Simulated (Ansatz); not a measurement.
A trial structure of TiPdC₆N₆ was built thus: cyanide-bridged rock-salt net of two metals, 0 guest cations a cell (Fm-3m, No. 225). Its size is a rough estimate.

```cif
data_structure
_symmetry_space_group_name_H-M 'Fm-3m'
_symmetry_Int_Tables_number 225
_cell_length_a 10.2760
_cell_length_b 10.2760
_cell_length_c 10.2760
_cell_angle_alpha 90.000
_cell_angle_beta 90.000
_cell_angle_gamma 90.000
_cell_volume 1085.11
loop_
_atom_site_label
_atom_site_type_symbol
_atom_site_symmetry_multiplicity
_atom_site_Wyckoff_symbol
_atom_site_fract_x
_atom_site_fract_y
_atom_site_fract_z
_atom_site_occupancy
Ti1 Ti 4 a 0.00000 0.00000 0.00000 1
Pd1 Pd 4 b 0.50000 0.00000 0.00000 1
C1 C 24 e 0.18859 0.00000 0.00000 1
N1 N 24 e 0.30245 0.00000 0.00000 1
```

Computed with Ansatz, DFT PBE, scalar-relativistic, plane waves, PAW. Cutoff 420 eV, Gaussian smearing, Γ-centred meshes. Cell and atoms relax first on a coarse mesh and then on a finer one. In between, the cell is made exact in the group found at 0.06 Å. In metals the finer mesh still leaves noise of several meV/atom or more. The steps can't lower the symmetry of their start. Collinear spin, starting moments Ti 1.0 μB.

A guess keeps its type if space group and coordination stay and the shape of the cell changes little (axis ratios within about 15 %, angles within 6°); the volume may change.

**Question.** Will the relaxed cell still be of the starting type?

**Answer.** It keeps its type. The symmetry stays Fm-3m (No. 225). The volume per atom grows by 20.3 %, from 19.4 to 23.3 Å³. The shortest distance stays 1.17 Å (C–N). Counting neighbours within 15 % of an atom's shortest distance, the start has C 1, N 1, Pd 6, Ti 6 and the end C 1, N 1, Pd 6, Ti 6.

The zero of energy is the elements' standard structures at the same level (N₂ as a molecule); no fitted shifts are applied.

**Question.** At what energy does it end?

**Answer.** +0.53 eV/atom. The separate elements lie lower, so it is unstable against them.

The last run used collinear spin, a 6×6×6 mesh for its 14-atom cell and Gaussian smearing of 0.10 eV. The reference form of C is held partly by dispersion forces, which this level lacks. Another magnetic order may lie lower. Symmetry constrained the relaxation, so the result can be a saddle point.
